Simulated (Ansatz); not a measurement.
Cu₃Sn:
Space group P6₃/mmc (No. 194); a = b = 5.4859 Å, c = 4.2454 Å, α = β = 90.00°, γ = 120.00°

| atom | site | symmetry | x | y | z |
|---|---|---|---|---|---|
| Cu | 6h | mm2 | 0.3114 | 0.1557 | 0.2500 |
| Sn | 2c | -6m2 | 0.3333 | 0.6667 | 0.2500 |

Relaxed with PBEsol.

Problem. Which orbitals make up the states near the Fermi level in the program Ansatz at the PBEsol level (PAW)?

Solution. Within 0.5 eV of the Fermi level: Sn 5p 42 %, Cu 3d 26 %, Cu 4s 13 %, Sn 5s 6 %, outside the projected shells 12 %. Projections are on Löwdin-orthogonalised atomic valence shells; empty p or d shells of many metals are not among them.

Problem. Tabulate the density of states.

Solution. States/eV per cell of 8 atoms, in 0.25 eV bins, energy from the Fermi level.

| E (eV) | total | Cu 3d | Sn 5p | Cu 4s |
|---|---|---|---|---|
| -7.85 | 0.41 | 0.08 | 0.07 | 0.12 |
| -7.60 | 0.34 | 0.02 | 0.11 | 0.19 |
| -7.35 | 0.50 | 0.04 | 0.15 | 0.26 |
| -7.10 | 0.77 | 0.08 | 0.23 | 0.37 |
| -6.85 | 2.33 | 0.33 | 0.78 | 0.93 |
| -6.60 | 2.08 | 0.36 | 0.75 | 0.73 |
| -6.35 | 1.78 | 0.39 | 0.67 | 0.54 |
| -6.10 | 2.60 | 0.73 | 0.96 | 0.68 |
| -5.85 | 4.01 | 1.46 | 1.35 | 0.88 |
| -5.60 | 2.71 | 1.12 | 0.81 | 0.56 |
| -5.35 | 2.52 | 1.18 | 0.69 | 0.48 |
| -5.10 | 4.17 | 2.38 | 0.84 | 0.75 |
| -4.85 | 6.10 | 4.00 | 0.99 | 0.90 |
| -4.60 | 13.46 | 10.89 | 1.41 | 0.96 |
| -4.35 | 14.90 | 12.55 | 1.74 | 0.43 |
| -4.10 | 15.58 | 13.98 | 1.09 | 0.34 |
| -3.85 | 27.19 | 25.59 | 0.90 | 0.32 |
| -3.60 | 20.25 | 19.28 | 0.67 | 0.11 |
| -3.35 | 23.29 | 21.93 | 1.00 | 0.14 |
| -3.10 | 11.26 | 10.78 | 0.30 | 0.09 |
| -2.85 | 37.16 | 36.34 | 0.31 | 0.22 |
| -2.60 | 33.81 | 32.43 | 0.41 | 0.42 |
| -2.35 | 18.41 | 17.17 | 0.36 | 0.44 |
| -2.10 | 7.65 | 6.86 | 0.38 | 0.22 |
| -1.85 | 3.99 | 2.81 | 0.71 | 0.27 |
| -1.60 | 5.21 | 3.35 | 1.11 | 0.39 |
| -1.35 | 3.71 | 1.97 | 1.00 | 0.35 |
| -1.10 | 3.37 | 1.53 | 1.05 | 0.36 |
| -0.85 | 3.24 | 1.29 | 1.11 | 0.41 |
| -0.60 | 2.88 | 1.00 | 1.07 | 0.39 |
| -0.35 | 2.61 | 0.79 | 1.04 | 0.35 |
| -0.10 | 2.18 | 0.58 | 0.92 | 0.29 |
| 0.15 | 1.99 | 0.47 | 0.88 | 0.27 |
| 0.40 | 1.81 | 0.38 | 0.81 | 0.24 |
| 0.65 | 1.55 | 0.30 | 0.68 | 0.21 |
| 0.90 | 1.58 | 0.28 | 0.59 | 0.30 |
| 1.15 | 1.58 | 0.25 | 0.50 | 0.39 |
| 1.40 | 1.90 | 0.27 | 0.52 | 0.58 |
| 1.65 | 2.46 | 0.29 | 0.59 | 0.85 |
| 1.90 | 2.68 | 0.28 | 0.65 | 0.93 |
| 2.15 | 2.96 | 0.30 | 0.77 | 1.10 |
| 2.40 | 2.43 | 0.22 | 0.66 | 0.95 |
| 2.65 | 2.47 | 0.20 | 0.62 | 1.01 |
| 2.90 | 2.88 | 0.21 | 0.67 | 1.19 |
| 3.15 | 2.93 | 0.18 | 0.62 | 1.23 |
| 3.40 | 3.07 | 0.17 | 0.64 | 1.25 |
| 3.65 | 2.80 | 0.14 | 0.61 | 1.09 |
| 3.90 | 2.81 | 0.12 | 0.61 | 1.06 |
| 4.15 | 3.31 | 0.13 | 0.68 | 1.22 |
| 4.40 | 3.37 | 0.11 | 0.67 | 1.13 |
| 4.65 | 2.65 | 0.08 | 0.47 | 0.82 |

Space group P6_3/mmc. The workflow started from a Materials Project entry (that database holds measured and hypothetical structures alike); the Crystallography Open Database copy checked does not list it. COD files the formula under space group No. 59, 63, so this cell is another polymorph or a model. Whether it is the stable phase at ambient conditions was not checked. The PBEsol relaxation kept the symmetry of its start; of distortions, only those at the zone centre were tested. No spin polarisation was allowed. Axis ratios of metals converge slowly with the k-mesh, so a and c are less sure than the volume. Scalar-relativistic: spin–orbit coupling is off unless named, which matters more the heavier the elements.

Potentials: the later of the program's two PAW sets.
